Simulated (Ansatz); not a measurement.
Theory: Ansatz 0.2.0, DFT PBE, scalar-relativistic, plane waves, PAW. All cells share a 420 eV cutoff and Γ-centred k meshes spaced at most about 0.3 Å⁻¹ (about 0.25 or finer for metals, 2π included). No spin polarisation in the final relaxations.

These are static total energies at zero pressure. All come from trial cells, and lower structures may exist.

Question: Which of these relaxed structures of Hf2MgO2 is the lowest in energy?
A.

```cif
data_structure
_symmetry_space_group_name_H-M 'P-3m1'
_symmetry_Int_Tables_number 164
_cell_length_a 3.4276
_cell_length_b 3.4276
_cell_length_c 8.1772
_cell_angle_alpha 90.000
_cell_angle_beta 90.000
_cell_angle_gamma 120.000
_cell_volume 83.20
loop_
_atom_site_label
_atom_site_type_symbol
_atom_site_symmetry_multiplicity
_atom_site_Wyckoff_symbol
_atom_site_fract_x
_atom_site_fract_y
_atom_site_fract_z
_atom_site_occupancy
Mg1 Mg 1 a 0.00000 0.00000 0.00000 1
Hf1 Hf 2 d 0.33333 0.66667 0.68959 1
O1 O 2 d 0.33333 0.66667 0.40236 1
```

B.

```cif
data_structure
_symmetry_space_group_name_H-M 'I4/mmm'
_symmetry_Int_Tables_number 139
_cell_length_a 3.0222
_cell_length_b 3.0222
_cell_length_c 16.2681
_cell_angle_alpha 90.000
_cell_angle_beta 90.000
_cell_angle_gamma 90.000
_cell_volume 148.59
loop_
_atom_site_label
_atom_site_type_symbol
_atom_site_symmetry_multiplicity
_atom_site_Wyckoff_symbol
_atom_site_fract_x
_atom_site_fract_y
_atom_site_fract_z
_atom_site_occupancy
Mg1 Mg 2 a 0.00000 0.00000 0.00000 1
Hf1 Hf 4 e 0.50000 0.50000 0.17366 1
O1 O 4 e 0.50000 0.50000 0.36962 1
```

C.

```cif
data_structure
_symmetry_space_group_name_H-M 'P4/nmm:1'
_symmetry_Int_Tables_number 129
_cell_length_a 3.9071
_cell_length_b 3.9071
_cell_length_c 9.8208
_cell_angle_alpha 90.000
_cell_angle_beta 90.000
_cell_angle_gamma 90.000
_cell_volume 149.92
loop_
_atom_site_label
_atom_site_type_symbol
_atom_site_symmetry_multiplicity
_atom_site_Wyckoff_symbol
_atom_site_fract_x
_atom_site_fract_y
_atom_site_fract_z
_atom_site_occupancy
Mg1 Mg 2 c 0.50000 0.00000 0.23402 1
Hf1 Hf 2 a 0.00000 0.00000 0.00000 1
Hf2 Hf 2 c 0.50000 0.00000 0.61281 1
O1 O 2 b 0.00000 0.00000 0.50000 1
O2 O 2 c 0.50000 0.00000 0.84121 1
```

Answer: B. It has space group I4/mmm (No. 139); the next, A, with space group P-3m1 (No. 164), lies 51 meV/atom higher. Counting O atoms around Hf and Mg (those within 1.25 times the shortest such distance or 1.15 times the sum of covalent radii; a plus sign parts nearer from farther groups; the shortest distance is added where it is long for a bond), the lowest has Hf 4, Mg 2 and the next has Hf 3+1, Mg 6 from 3.8 Å.

These runs have no spin–orbit coupling, which can matter for Hf. Cells relaxed within their symmetry can be saddle points. Some candidate types were left out of the draw beforehand, so a known form may be missing.
